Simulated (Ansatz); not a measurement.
**Profile along the N–Ta line in TaN (rock salt)**

TaN (rock salt)

```
TaN
1.0
    0.00000     2.18780     2.18780
    2.18780     0.00000     2.18780
    2.18780     2.18780     0.00000
N Ta
1 1
Direct
  0.00000   0.00000   0.00000
  0.50000   0.50000   0.50000
```

Fields along a shortest N–Ta line of a {110} plane (2.19 Å), from N to Ta, interpolated on the slice's grid (step about 0.2 Å). Computed with PBEsol (plane waves to 420 eV, PAW, scalar-relativistic; Ansatz, an electronic-structure program). k mesh 18×18×18. These are valence fields of a PAW run, semicore shells included where kept as valence: close to a nucleus they are smooth pseudo fields. Spin-orbit coupling is left out, though Ta is heavy. TaN is run without spin polarisation. TaN was relaxed with its symmetry unable to fall. This is a high-temperature form of TaN.

```
distance from N (Å)  valence electron density (e/Å³)  electron localisation function
-------------------  -------------------------------  ------------------------------
0.00                                            3.51                               x
0.22                                            3.57                               x
0.44                                            2.70                            0.68
0.66                                            1.39                            0.80
0.88                                            0.73                            0.55
1.09                                            0.56                            0.16
1.31                                            1.11                            0.31
1.53                                            2.84                            0.66
1.75                                            4.41                            0.60
1.97                                            3.96                               x
2.19                                            3.05                               x
```

x: too close to a nucleus for the ELF to mean much.

Density on the N–Ta line (2.19 Å) at its density minimum, 1.0 Å from N: 0.55 e/Å³. ELF at that point: 0.2.
